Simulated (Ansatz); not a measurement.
Data:

PtS2 (CdI2 type)

```
PtS2
1.0
    3.55931     0.00000     0.00000
   -1.77966     3.08245     0.00000
    0.00000     0.00000     4.38472
Pt S
1 2
Direct
  0.00000   0.00000   0.00000
  0.66667   0.33333   0.27118
  0.33333   0.66667   0.72882
```

In this cell atom 2 (S, nearest neighbour Pt at 2.374 Å; its periodic images, 3.6 Å or more away, move with it) is moved by s towards the nearest neighbour, unit vector (-0.750, -0.433, -0.501); all other atoms and the cell stay fixed.

All values below come from PBEsol-D3(BJ) (plane waves to 420 eV, PAW, scalar-relativistic; Ansatz, an electronic-structure program). k mesh 12×12×9 (Γ-centred), Fermi-Dirac smearing 0.05 eV. E stands for the smeared free energy. With partly filled bands, energies and forces of such displacements shift with the k mesh and the smearing. PtS2 is run without spin polarisation. PtS2 was relaxed with its symmetry unable to fall. Spin-orbit coupling is left out, though Pt is heavy. ΔE is measured from the undisplaced structure.

The scan covers s from -0.240 to 0.240 Å in 11 points.

### Question
Is this a single well or a double well?

### Answer
A single well with its minimum at or next to zero displacement.

### Question
Is the energy the same for displacements of ±0.240 Å, and if not, which side lies higher?

### Answer
Not even: the positive side lies higher at ±0.240 Å. With its periodic images moving along, the atom's site symmetry in this cell is 3m..

### Question
What is the energy change at s = 0.240 Å?

### Answer
408 meV/cell.

### Question
What force acts on the atom along the line at s = -0.240 Å?

### Answer
1.33 eV/Å.

### Question
What is the force constant k = d²E/ds² of this move at s = 0?

### Answer
10.3 eV/Å².

(For displaced atoms, the force is minus the slope of the energy, and its curvature is a force constant, which sets phonon frequencies.)
